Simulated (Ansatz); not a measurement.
Consider the following.

Relaxed Cd (hcp, Mg type):

```
CELL_PARAMETERS angstrom
      2.96206     0.00000     0.00000
     -1.48103     2.56522     0.00000
      0.00000     0.00000     5.80108
ATOMIC_POSITIONS crystal
  Cd 0.33333 0.66667 0.75000
  Cd 0.66667 0.33333 0.25000
```

In this cell atom 2 (Cd, nearest neighbour Cd at 2.962 Å; its periodic images, 3.0 Å or more away, move with it) is moved by s along a lattice vector, unit vector (0.500, -0.866, 0.000); all other atoms and the cell stay fixed.

All values below come from r2SCAN (plane waves to 500 eV, PAW, scalar-relativistic; Ansatz, a first-principles code). k mesh 14×14×7 (Γ-centred), Fermi-Dirac smearing 0.05 eV. E stands for the smeared free energy. With partly filled bands, energies and forces of such displacements shift with the k mesh and the smearing. On this mesh the relaxed cell isn't quite at rest: it carries a pressure of 0.2 GPa (compression positive) at the zero of the scan. Cd was relaxed with its symmetry unable to fall. The PAW data are Ansatz's earlier set. The zero of ΔE is the undisplaced structure.

The scan covers s from -0.590 to 0.590 Å in 11 points.

Problem. Is the energy the same for equal positive and negative displacements?

Solution. Even: the same for both signs. With its periodic images moving along, the atom's site symmetry in this cell is -6m2.

Problem. What force acts on the atom along the line at s = -0.590 Å?

Solution. 0.110 eV/Å.

Problem. What is the energy change at s = 0.590 Å?

Solution. 38.8 meV/cell.

Problem. What is the force constant k = d²E/ds² of this move at s = 0?

Solution. 0.26 eV/Å².

(For displaced atoms, the force is minus the slope of the energy, and its curvature is a force constant, which sets phonon frequencies.)
